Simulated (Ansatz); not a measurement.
With the program Ansatz at the r²SCAN level (PAW), In₂SeS in the trigonal phase (P3m1; In on 1a, In on 1b, Se on 1b, S on 1a) relaxes to a = 4.051 Å, c = 9.582 Å. In on 1a has 4 nearest neighbours from 2.40 Å (tetrahedral); In on 1b has 3 nearest neighbours from 2.80 Å (trigonal pyramidal); Se has 3 nearest neighbours from 2.64 Å (trigonal pyramidal). Against the elements it lies at -0.56 eV/atom, with no fitted shifts.

The Kohn–Sham gap is 0.83 eV (indirect). The valence maximum lies at K and the conduction minimum at A. Gap from r²SCAN with spin–orbit coupling: 0.82 eV. The electron mass is 0.20, 0.20, 0.32 mₑ (principal values). The hole mass is 0.76 mₑ (isotropic).

Bader charges are In +0.61 to +1.17, Se -0.77, S -1.01 e.

The start of the workflow was typed in or built on a structure type; neither database checked (COD, Materials Project) lists it. Its standing as an ambient phase is unchecked. The r²SCAN relaxation kept the symmetry of its start; its stability against distortions is not shown here. The references are the lowest solids computed at this level, not always the standard phases. Scalar-relativistic: spin–orbit coupling is off unless named, which matters more the heavier the elements.

Potentials: the earlier of the program's two PAW sets. The files were generated under PBE; for other functionals the program regenerates the frozen cores, and for LDA and PBEsol the local potential too.
